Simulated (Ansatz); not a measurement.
Mg in space group Fd-3m (No. 227; Mg on 8a, Mg on 16d) under volume change, r²SCAN in the plane-wave PAW code Ansatz, scaled uniformly.

| V (Å³/atom) | E − E(relaxed) (meV/atom) | P (GPa) |
|---|---|---|
| 21.295 | 25.9 | 4.26 |
| 21.997 | 10.9 | 2.62 |
| 22.699 | 2.6 | 1.21 |
| 23.401 | 0.0 | -0.01 |
| 24.103 | ___ | ___ |
| 24.805 | 9.1 | -1.97 |
| 25.507 | ___ | ___ |

Problem. Complete the blanks.

Solution. 
- 25.507, E − E(relaxed) (meV/atom): 19.4
- 25.507, P (GPa): -2.75
- 24.103, E − E(relaxed) (meV/atom): 2.4
- 24.103, P (GPa): -1.06

Problem. What does a third-order Birch–Murnaghan fit give for V₀, B₀ and B′?

Solution. V₀ = 23.40 Å³/atom, B₀ = 37.7 GPa, B′ = 3.9.

The start of the workflow was typed in or built on a structure type; neither database checked (COD, Materials Project) lists it. It is not the phase usual at ambient conditions (space group No. 194). Symmetry was held in the r²SCAN relaxation; its stability against distortions is not shown here.

Potentials: the later of the program's two PAW sets.
